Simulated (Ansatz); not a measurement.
## Phonon dispersion of Ga7As

Level of theory: DFT PBE, scalar-relativistic, plane waves, PAW (Ansatz). Settings: 420 eV plane-wave cutoff, Γ-centred 8×6×4 mesh, Gaussian smearing of 0.10 eV. No spin polarisation. Phonons by linear response, acoustic sum rule imposed.

The cell, relaxed at this level:
```
CELL_PARAMETERS angstrom
4.43288 0.00000 0.00181
0.00000 5.04159 0.00000
-0.04947 0.00000 7.44576
ATOMIC_POSITIONS crystal
Ga 0.08831 0.00000 0.83501
Ga 0.40094 0.00000 0.34705
Ga 0.58652 0.00000 0.66724
Ga 0.87159 0.50000 0.65581
Ga 0.14110 0.50000 0.35091
Ga 0.37560 0.50000 0.83734
Ga 0.63206 0.50000 0.14696
As 0.90389 0.00000 0.15968
```

The structure comes from a proposed guess, relaxed at this level; another structure or a mixture of phases may lie lower. In a metal, frequencies and elastic constants depend on the k mesh and the smearing, soft modes and shear constants most. The q mesh is coarse, so values between its points are rough.

Force constants from linear response on a 2×1×1 q mesh.

Problem. Is the structure dynamically stable on the q mesh?

Solution. Yes, on this mesh: no mode is imaginary. Between the mesh points the interpolation dips to 19i cm⁻¹.

Problem. Give the frequencies (cm⁻¹) at the zone-boundary points of high symmetry (interpolated where a point lies off the q mesh).

Solution.
```
point                   q                                                                              frequencies
    Z   0.000 0.500 0.000     32 36 46 46 52 53 61 84 88 92 95 103 106 109 113 128 130 163 171 182 190 216 219 233
    D   0.000 0.500 0.500       20 41 44 44 61 72 83 84 87 92 93 94 96 103 106 109 144 163 170 188 195 210 217 234
    B   0.000 0.000 0.500      19i 17 25 26 42 43 52 54 71 83 94 96 97 116 138 144 149 162 172 188 196 210 217 235
    A  -0.500 0.000 0.500  15i 22 23 33 35 42 44 68 89 104 106 110 112 115 128 134 145 154 155 168 201 208 213 223
    E  -0.500 0.500 0.500      ≈0 26 32 71 75 77 80 87 90 92 92 95 102 102 104 130 144 154 154 168 201 208 213 223
   C2  -0.500 0.500 0.000      40 44 52 55 74 77 82 87 90 91 92 94 101 102 111 118 140 150 151 170 203 209 212 224
   Y2  -0.500 0.000 0.000   23 34 36 41 42 45 52 54 87 101 110 113 114 115 118 134 139 149 153 171 204 209 213 224
```
